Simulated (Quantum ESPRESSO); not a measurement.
Kohn-Sham bands of YSi2 (P6/mmm)

```xyz
3
Lattice="4.0755 0.0000 0.0000 -2.0377 3.5295 0.0000 0.0000 0.0000 3.9901" Properties=species:S:1:pos:R:3 pbc="T T T"
Y      0.0000     0.0000     0.0000
Si     2.0377    -1.1765     1.9951
Si    -2.0377     1.1765     1.9951
```

Cell from Materials Project (mp-2568), symmetrised, no further relaxation. COD (Crystallography Open Database) has an entry of this formula and space group (matched by these alone). Method: PBEsol plane waves in Quantum ESPRESSO 7.5 (PseudoDojo norm-conserving files, 58 Ry, no spin polarisation, no spin-orbit coupling), Bloch states on a 12×12×8 mesh through Γ, Wannier90 4.0.1. Density: 12×12×8 mesh, cold smearing 0.01 Ry.

List the Kohn-Sham levels between −8 and 3.0 eV relative to the Fermi level at the high-symmetry points, as a band run of pw.x on that density gives them (levels within 2 meV counted together).


| point | k (reciprocal lattice) | levels (eV) |
|---|---|---|
| Γ | 0.000 0.000 0.000 | -3.38 (×2), -2.21, -1.43, -1.19, 1.06 (×2), 2.52 (×2) |
| M | 0.500 0.000 0.000 | -3.89, -2.62, -2.41, 0.92, 1.54, 2.59, 2.92 |
| K | 0.333 0.333 0.000 | -6.16, -1.54 (×2), 0.94 (×2), 1.32 |
| A | 0.000 0.000 0.500 | -6.03, -2.48 (×2), -1.11 (×2), -0.17, 0.58 (×2), 2.54 |
| L | 0.500 0.000 0.500 | -7.69, -4.48, -3.35, -3.23, -0.35 |
| H | 0.333 0.333 0.500 | -4.95, -3.00 (×2), 1.33, 2.54 (×2) |
